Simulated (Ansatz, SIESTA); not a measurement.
Given: the input of a run of SIESTA 5.4.2 on GeCN2. The cell comes from a database or a generator and needn't be the stable form of this composition.

The input GeCN2.fdf:

```
SystemName                      GeCN2
SystemLabel                     GeCN2
NumberOfSpecies                 3
NumberOfAtoms                   4
%block ChemicalSpeciesLabel
  1  32 Ge
  2   7 N
  3   6 C
%endblock ChemicalSpeciesLabel

LatticeConstant                 1.0 Ang
%block LatticeVectors
     1.7937903697     1.0356453528     4.9219572124
    -1.7937903697     1.0356453528     4.9219572124
     0.0000000000    -2.0712907056     4.9219572124
%endblock LatticeVectors
AtomicCoordinatesFormat         Fractional
%block AtomicCoordinatesAndAtomicSpecies
     0.0000000000     0.0000000000     0.0000000000  1  Ge
     0.5839044000     0.5839044000     0.5839044000  2  N
     0.4160956000     0.4160956000     0.4160956000  2  N
     0.5000000000     0.5000000000     0.5000000000  3  C
%endblock AtomicCoordinatesAndAtomicSpecies

%block kgrid.MonkhorstPack
    9   0   0  0.0
    0   9   0  0.0
    0   0   9  0.0
%endblock kgrid.MonkhorstPack
XC.Functional                   GGA
XC.Authors                      PBE
PAO.BasisSize                   DZP
PAO.EnergyShift                 0.003 Ry
Mesh.Cutoff                     800 Ry
OccupationFunction              FD
ElectronicTemperature           0.05 eV
MaxSCFIterations                120
SCF.MustConverge                false
SCF.Mixer.Method                Pulay
SCF.Mixer.Weight                0.25
SCF.Mixer.History               8
SCF.DM.Tolerance                5.0e-05
SCF.H.Tolerance                 1.0e-03 eV
WriteForces                     true
Charge.Mulliken                 end
Charge.Hirshfeld                end
Charge.Voronoi                  end
SaveRho                         true
SaveElectrostaticPotential      true
%block PAO.Basis
  Ge 4
  n=4 0 2
    5.972 0.000
  n=4 1 2
    8.196 0.000
  n=3 2 2
    3.189 0.000
  n=4 2 1
    8.196
%endblock PAO.Basis
```

Potentials or basis: PseudoDojo 0.4 standard (PBE files), converted to PSML, two zetas on semicore shells, DZP (energy shift 0.003 Ry; two zetas on semicore shells).

The run is started by

```sh
$ siesta < GeCN2.fdf > GeCN2.out 2>&1
```

Q: What does the same run look like in Ansatz 0.2.0? Potentials or basis there: all-electron LAPW, scalar-relativistic.

A: As run (cutoffs and basis follow the program's own potentials, and thresholds, step limits or extra output files can differ):

Contents of input.yaml:

```yaml
crystal:
  lattice:
    - [1.7937903697, 1.0356453528, 4.9219572124]
    - [-1.7937903697, 1.0356453528, 4.9219572124]
    - [0.0, -2.0712907056, 4.9219572124]
  atoms:
    - { symbol: Ge, position: [0.0, 0.0, 0.0] }
    - { symbol: "N", position: [0.5839044, 0.5839044, 0.5839044] }
    - { symbol: "N", position: [0.4160956, 0.4160956, 0.4160956] }
    - { symbol: C, position: [0.5, 0.5, 0.5] }
kpoints:
  mp_grid: { grid: [9, 9, 9] }
scf:
  occupations: { method: fermi_dirac, width: 0.05 }
hamiltonian:
  xc: pbe
  pseudopotentials: { kind: all_electron, lapw: { basis_error: 0.001 } }
output:
  forces: true
  stress: true
  eigenvalues: true
  populations: true
```

Potentials or basis: all-electron LAPW, scalar-relativistic.

The run is started by

```console
$ ansatz run input.yaml --threads 2 --pin off --max-ram 6144MiB --backend cpu --events-out ev --progress --plain --runs-dir out
```

Both were run:

|  | SIESTA | Ansatz |
| --- | --- | --- |
| Pressure | 4.5 GPa | 0.0 GPa |

Where Ansatz's input types no cutoff or centring, it takes its own default and a Γ-centred mesh.

The two runs disagree by more than potentials and bases usually give (in gap, levels, pressure or energy); the cause wasn't traced.

Pressure is positive in compression.
